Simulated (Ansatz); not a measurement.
AlRh:
```cif
data_AlRh
_chemical_formula_sum 'Al1 Rh1'
_space_group_name_H-M_alt 'P 1'
_space_group_IT_number 1
_cell_length_a 2.97735
_cell_length_b 2.97735
_cell_length_c 2.97735
_cell_angle_alpha 90.000
_cell_angle_beta 90.000
_cell_angle_gamma 90.000
loop_
_space_group_symop_operation_xyz
  'x, y, z'
loop_
_atom_site_label
_atom_site_type_symbol
_atom_site_fract_x
_atom_site_fract_y
_atom_site_fract_z
_atom_site_occupancy
Al1 Al 0.00000 0.00000 0.00000 1
Rh1 Rh 0.50000 0.50000 0.50000 1
```

Relaxed with r²SCAN.

Problem. Tabulate the valence density and the electron localisation function along the shortest Al–Al contact (2.98 Å), plane-wave PAW r²SCAN (Ansatz code).

Solution. 

| distance from Al (Å) | density (e/Å³) | ELF |
|---|---|---|
| 0.30 | 0.06 | 0.04 |
| 0.45 | 0.07 | 0.01 |
| 0.60 | 0.12 | 0.05 |
| 0.74 | 0.17 | 0.19 |
| 0.89 | 0.21 | 0.34 |
| 1.04 | 0.22 | 0.42 |
| 1.19 | 0.21 | 0.44 |
| 1.34 | 0.21 | 0.43 |
| 1.49 | 0.20 | 0.43 |
| 1.64 | 0.21 | 0.43 |
| 1.79 | 0.21 | 0.44 |
| 1.94 | 0.22 | 0.42 |
| 2.08 | 0.21 | 0.34 |
| 2.23 | 0.17 | 0.19 |
| 2.38 | 0.12 | 0.05 |
| 2.53 | 0.07 | 0.01 |
| 2.68 | 0.06 | 0.04 |

The density is the valence pseudo-density with augmentation charge, so density and ELF within about 1 Å of a nucleus are not all-electron values.

Space group Pm-3m (CsCl type). The first step of the workflow began from a Materials Project structure, measured or hypothetical; the Crystallography Open Database copy checked does not list it. With Al and Rh taken as one species the cell has the higher symmetry Im-3m, so it may be an ordered model of a mixed-site phase. Whether it is the stable phase at ambient conditions was not checked. Symmetry was held in the r²SCAN relaxation; of distortions, only those at the zone centre were tested. No spin polarisation was allowed.

Potentials: the later of the program's two PAW sets.
